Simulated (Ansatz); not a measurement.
# Zone-centre modes in ZnSe

Method: DFT PBE, scalar-relativistic, plane waves, PAW (Ansatz 0.2.0). Settings: plane waves to 420 eV, k-mesh 8×8×6 (Γ-centred), Gaussian smearing 0.05 eV. No spin polarisation.

The undisturbed cell (as given, not relaxed at this level):

```xyz
4
Lattice="0.0000 -2.8338 -2.8338 0.0000 2.8338 -2.8338 5.6676 0.0000 0.0000" Properties=species:S:1:pos:R:3 pbc="T T T"
Zn    2.8338    0.0000   -2.8338
Zn    0.0000    0.0000    0.0000
Se    1.4169    1.4169   -1.4169
Se    4.2507   -1.4169   -1.4169
```

Harmonic modes by finite displacements of 0.02 Å, without the LO–TO term. The cell doubles the primitive one, so its zone centre also holds the primitive cell's point q = (0, 1/2, 1/2).

**Question.** At this geometry, is the structure stable against these modes?

**Answer.** Yes: no mode is imaginary beyond 10 cm⁻¹, and only the three translations lie near zero.

**Question.** List the wavenumbers in cm⁻¹.

**Answer.** 0, 0, 0, 65, 65, 192, 199, 207, 207, 207, 212, 212.

Cost: 1 run of about 4.8 core-minutes, on Arm Neoverse N1 (shared hosts).